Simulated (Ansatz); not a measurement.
Input and command of a plane-wave DFT calculation in Ansatz:

```yaml
crystal:
  lattice:
    - [5.6324246419, 0.0, 0.0]
    - [-2.816212321, 4.8778228248, 0.0]
    - [0.0, 0.0, 25.8982831937]
  atoms:
    - { symbol: Al, position: [0.3333333333, 0.1666666667, 0.3282070837] }
    - { symbol: Al, position: [0.3333333333, 0.6666666667, 0.3282070837] }
    - { symbol: Al, position: [0.8333333333, 0.1666666667, 0.3282070837] }
    - { symbol: Al, position: [0.8333333333, 0.6666666667, 0.3282070837] }
    - { symbol: Al, position: [0.6666666667, 0.3333333333, 0.4169939626] }
    - { symbol: Al, position: [0.6666666667, 0.8333333333, 0.4169939626] }
    - { symbol: Al, position: [0.1666666667, 0.3333333333, 0.4169939626] }
    - { symbol: Al, position: [0.1666666667, 0.8333333333, 0.4169939626] }
    - { symbol: Al, position: [0.0, 0.5, 0.5052662663] }
    - { symbol: Al, position: [0.0, 0.0, 0.5052662663] }
    - { symbol: Al, position: [0.5, 0.5, 0.5052662663] }
    - { symbol: Al, position: [0.5, 0.0, 0.5052662663] }
    - { symbol: Al, position: [0.3333333333, 0.6666666667, 0.5952215343] }
    - { symbol: Al, position: [0.3333333333, 0.1666666667, 0.5952215343] }
    - { symbol: Al, position: [0.8333333333, 0.6666666667, 0.5952215343] }
    - { symbol: Al, position: [0.8333333333, 0.1666666667, 0.5952215343] }
    - { symbol: Li, position: [0.0142402721, 0.5071753324, 0.6709022266] }
basis:
  ecutwfc: 420
kpoints:
  mp_grid: { grid: [6, 6, 1] }
hamiltonian:
  xc: pbe
  dispersion: d3bj
scf:
  occupations: { method: gaussian, width: 0.1 }
output:
  forces: true
  eigenvalues: true
  write_density: true
  write_potential: true
  elf: true
  volumetric_format: npy
relax:
  adjacent_minimum: "off"
  f_tol: 0.02
  max_steps: 70
  constraints: [{ sites: [0, 1, 2, 3, 4, 5, 6, 7] }]
efield:
  axis: 3
  dipole_correction: true
  ramp_width: 0.04
```

```bash
ansatz run input.yaml --threads 4 --pin off --max-ram 10240MiB --backend cpu --events-out ev --progress --plain --runs-dir out
```

Processor: Arm Neoverse V2, 4 threads, on a host shared with other jobs.

Problem. Estimate time, memory and problem size.

Solution. About 80 s on 4 threads of Arm Neoverse V2, with other jobs on the host, peak memory 1.4 GiB. It solves 43 bands at 20 k points (the mesh reduced by symmetry) with about 13899 plane waves, in 23 SCF iterations over 4 ionic steps.
